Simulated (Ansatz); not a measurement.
What a change of settings does to a run on CuAu

The cell comes from COD entry 9004223, which wasn't checked; take it as a given geometry.

First run: DFT, r2SCAN, PAW with Ansatz's default frozen-core files, scalar-relativistic (Ansatz 0.2.0).

Command: `ansatz run input.yaml --threads 1 --pin off --max-ram 2048MiB --backend cpu --events-out ev --progress --plain --runs-dir out` The run took 10 s on 1 thread of Intel(R) Xeon(R) 6975P-C (Granite Rapids), on a shared host, peak memory 0.58 GiB.

```yaml
crystal:
  lattice:
    - [2.8, 0.0, 0.0]
    - [0.0, 2.8, 0.0]
    - [0.0, 0.0, 3.67]
  atoms:
    - { symbol: Cu, position: [0.5, 0.5, 0.5] }
    - { symbol: Au, position: [0.0, 0.0, 0.0] }
kpoints:
  mp_grid: { grid: [13, 13, 10] }
  band_path:
    path:
      - [0.0, 0.0, 0.0]
      - [0.0, 0.5, 0.0]
      - [0.5, 0.5, 0.0]
      - [0.0, 0.0, 0.0]
      - [0.0, 0.0, 0.5]
      - [0.0, 0.5, 0.5]
      - [0.5, 0.5, 0.5]
      - [0.0, 0.0, 0.5]
      - [0.0, 0.5, 0.0]
    npoints: 5
scf:
  occupations: { method: fermi_dirac, width: 0.05 }
hamiltonian:
  xc: r2scan
  pseudopotentials: { kind: paw }
output:
  forces: true
  stress: true
  eigenvalues: true
  efg: { contact_densities: true }
```

Result: converged; pressure 1.65 GPa; no gap on the k mesh; 9 SCF iterations.

Spin–orbit coupling is left out, though it moves levels of the heavy atoms by tenths of an eV or more.

A second input differs as follows:

```diff
@@ -23,4 +23,5 @@
 scf:
   occupations: { method: fermi_dirac, width: 0.05 }
+  max_iter: 60
 hamiltonian:
   xc: r2scan
@@ -31,3 +32,6 @@
   eigenvalues: true
   efg: { contact_densities: true }
+magnetization:
+  spin_polarized: true
+  initial_magnetization: 15
```

Question: Does the change harm the result?

Answer: Not here: the run converged; energy at zero smearing 0.0 meV/atom from the first run; pressure 1.65 GPa; moment 0.00 μB; 24 SCF iterations, so the odd setting did no harm in this case.
